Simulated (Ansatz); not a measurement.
**Squeezing Lu (hcp type)**

```xyz
2
Lattice="3.5063 0.0000 0.0000 -1.7532 3.0366 0.0000 0.0000 0.0000 5.4662" Properties=species:S:1:pos:R:3 pbc="T T T"
Lu    0.0000    2.0244    1.3666
Lu    1.7532    1.0122    4.0997
```

The base cell comes from a relaxation on PAW files under the same functional.

Its volume is scaled, and at each volume shape and atoms are relaxed on PAW files; all methods then take that cell.

Level of theory: DFT with PBE, scalar-relativistic, in Ansatz 0.2.0; a Γ-centred 14×14×8 k mesh, Fermi–Dirac smearing of 0.05 eV, no spin polarisation. LAPW: all electrons, basis error target 1 meV/atom; PAW: frozen-core files, cutoff 420 eV; crystal datasets: all electrons, by PAW datasets that the program makes for each cell; norm-conserving: pseudopotentials, cutoff 1361 eV; PAW (cutoff 250 eV): frozen-core files, cutoff 250 eV.

Energies are extrapolated to zero smearing and count from the unscaled cell; pressure is positive in compression; gaps take the mesh and a band path. No temperature or zero-point motion is included.

Spin–orbit coupling is left out, which matters for the heavy atoms. The structure type is held throughout; the real material can change phase at far lower pressure.

| V/V0 | V (Å³/atom) | P LAPW (GPa) | ΔE LAPW (eV/atom) | P PAW − LAPW (GPa) | ΔE PAW − LAPW (meV/atom) | space group | shortest distance (Å) |
| --- | --- | --- | --- | --- | --- | --- | --- |
| 1.00 | 29.10 | -0.01 | 0.000 | 0.00 | 0.0 | P6_3/mmc | 3.401 |
| 0.88 | 25.61 | 7.33 | 0.071 | 0.00 | 0.0 | P6_3/mmc | 3.257 |
| 0.78 | 22.70 | ? | ? | ? | ? | ? | ? |
| 0.68 | 19.79 | 32.9 | 0.730 | -0.02 | -0.3 | P6_3/mmc | 3.013 |
| 0.58 | 16.88 | 60.3 | 1.551 | -0.03 | -0.8 | P6_3/mmc | 2.877 |
| 0.50 | 14.55 | 99.5 | 2.685 | -0.04 | -1.2 | P6_3/mmc | 2.717 |
| 0.43 | 12.51 | 161.2 | 4.302 | -0.16 | -2.3 | P6_3/mmc | 2.576 |

Problem. Fit the Vinet equation to the LAPW pressures shown (residuals weighted by 1/(|P| + 0.03·Pmax)), and predict the pressure of the withheld row.

Solution. The fit gives V0 = 29.13 Å³/atom, B0 = 42.4 GPa and B0′ = 3.85. At 22.70 Å³/atom, x = (V/V0)^(1/3) = 0.9202, and P = 3·B0·(1 − x)/x²·exp[1.5·(B0′ − 1)·(1 − x)] = 16.83 GPa. The run itself gave 17.23 GPa (-2.4 % off) and ΔE = 0.287 eV/atom.

Problem. At the smallest volume, how far do crystal datasets and norm-conserving and PAW (cutoff 250 eV) lie from LAPW in pressure?

Solution. crystal datasets: 0.00 GPa; norm-conserving: -1.38 GPa; PAW (cutoff 250 eV): +0.19 GPa, on a LAPW pressure of 161.2 GPa.

Problem. How do the Löwdin populations by LAPW change from the unscaled cell to the last row?

Solution. Lu 5s 1.95 → 1.85, Lu 6s 0.83 → 0.41, Lu 5p 5.97 → 5.77, Lu 5d 2.20 → 3.06, Lu 4f 13.99 → 13.90 electrons an atom. These are projections on the shells that the free atoms fill; 0.12 e a cell lies outside them at the start and 0.03 e at the end.
